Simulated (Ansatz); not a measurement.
O in its lowest state found on the top face of a (110) slab of Ta (Fm-3m (No. 225)), 6 planes, outer planes Ta (top) and Ta (bottom); 1 a cell of 12.33 Å², its atoms last:

```
CELL_PARAMETERS angstrom
2.95259 0.00000 0.00000
0.00000 4.17559 0.00000
0.00000 0.00000 26.38147
ATOMIC_POSITIONS crystal
Ta 0.50000 0.50000 0.32220
Ta 0.00000 0.00000 0.37816
Ta 0.50000 0.50000 0.43411
Ta 0.00000 0.00000 0.49224
Ta 0.50000 0.50000 0.54723
Ta 0.00000 0.00000 0.59946
O 0.00000 0.50000 0.60726
```

The calculation used DFT PBEsol, scalar-relativistic, plane waves, PAW in Ansatz 0.2.0. Cutoff 420 eV; k points 10×7×1 on the computed 7-atom cell (Γ-centred); Gaussian smearing, width 0.10 eV; no spin polarisation. A dipole correction removes the field between periodic images along c.

The clean top face has a work function of 3.94 eV. Adsorption changes the slab's dipole along +c by Δp = +0.0204 e·Å a cell (+0.10 D an adsorbate).

Question: What change of work function does the Helmholtz equation give?

Answer: A sheet of dipoles makes a step in an electron's potential energy of −e·Δp/(ε0·A), and e/ε0 = 180.95 eV·Å for Δp in e·Å: −180.95 × (0.0204)/12.33 = -0.30 eV. This is the change of φ(top) − φ(bottom). If the bottom face is unmoved, φ(top) becomes 3.64 eV.

Question: How does that compare with the calculation?

Answer: φ(top) changes by -0.28 eV and φ(bottom) by +0.02 eV, so their difference changes by -0.30 eV. The bottom face hardly moves.

Question: What does the sign say about the electrons?

Answer: The change of dipole points out of the surface, so the work function falls. The adsorbate sits in the top plane, so electrons that it takes lie at or under the surface atoms. Δp also holds the adsorbate's own dipole and the moves of the surface atoms, so it isn't a charge transfer alone.

Spin-orbit coupling is left out, which matters for the bands of heavy elements.

The reference crystal is the fcc form of Ta, which isn't its usual structure.